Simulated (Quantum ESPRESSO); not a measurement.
**Band energies of SnSe2 monolayer**

```xyz
3
Lattice="3.8064 0.0000 0.0000 -1.9032 3.2964 0.0000 0.0000 0.0000 16.2000" Properties=species:S:1:pos:R:3 pbc="T T T"
Se     0.0000     2.1976     1.5839
Se     1.9032     1.0988    -1.5839
Sn     0.0000     0.0000     0.0000
```

PBEsol (Quantum ESPRESSO, PseudoDojo norm-conserving, 86 Ry, without SOC); path ΓMKΓ; energies in eV from the valence-band maximum.

| k (1/Å) | point | band 19 | band 20 | band 21 | band 22 | band 23 | band 24 | band 25 | band 26 |
|---|---|---|---|---|---|---|---|---|---|
| 0.00 | Γ | -1.18 | -0.49 | -0.49 | -0.08 | -0.08 | 1.61 | 3.02 | 4.60 |
| 0.11 |  | -1.17 | -0.82 | -0.61 | -0.26 | -0.04 | 1.83 | 3.26 | 4.50 |
| 0.32 |  | -2.25 | -1.30 | -1.17 | -1.00 | -0.01 | 2.27 | 3.83 | 4.96 |
| 0.53 |  | -3.47 | -2.13 | -1.75 | -0.84 | -0.15 | 1.64 | 4.13 | 5.50 |
| 0.74 |  | -4.24 | -2.40 | -2.15 | -0.74 | -0.30 | 0.98 | 4.09 | 5.28 |
| 0.95 | M | -4.53 | -2.38 | -2.29 | -0.76 | -0.36 | 0.75 | 4.02 | 5.37 |
| 1.17 |  | -4.37 | -2.95 | -2.52 | -0.80 | -0.73 | 1.37 | 4.83 | 5.36 |
| 1.39 |  | -3.95 | -3.66 | -3.14 | -1.01 | -0.78 | 1.81 | 5.13 | 5.32 |
| 1.50 | K | -3.76 | -3.76 | -3.38 | -0.90 | -0.90 | 1.83 | 5.24 | 5.24 |
| 1.60 |  | -3.88 | -3.71 | -3.18 | -1.05 | -0.75 | 1.84 | 5.07 | 5.39 |
| 1.80 |  | -3.95 | -3.39 | -2.44 | -1.29 | -0.52 | 1.97 | 4.74 | 5.56 |
| 2.00 |  | -3.43 | -3.00 | -1.68 | -1.11 | -0.50 | 2.17 | 4.70 | 5.26 |
| 2.20 |  | -2.39 | -2.38 | -1.17 | -0.56 | -0.54 | 2.35 | 4.43 | 4.63 |
| 2.40 |  | -1.33 | -1.16 | -1.09 | -0.35 | -0.14 | 2.16 | 3.70 | 4.36 |
| 2.60 | Γ | -1.18 | -0.49 | -0.49 | -0.08 | -0.08 | 1.61 | 3.02 | 4.60 |

The PBEsol gap is indirect, 0.75 eV, from 22 % of the way from Γ to M to M; the smallest direct gap is 1.10 eV. The valence-band maximum lies 6.00 eV below the vacuum level.

Spin-orbit splittings are left out.

Geometry relaxed with PBEsol.
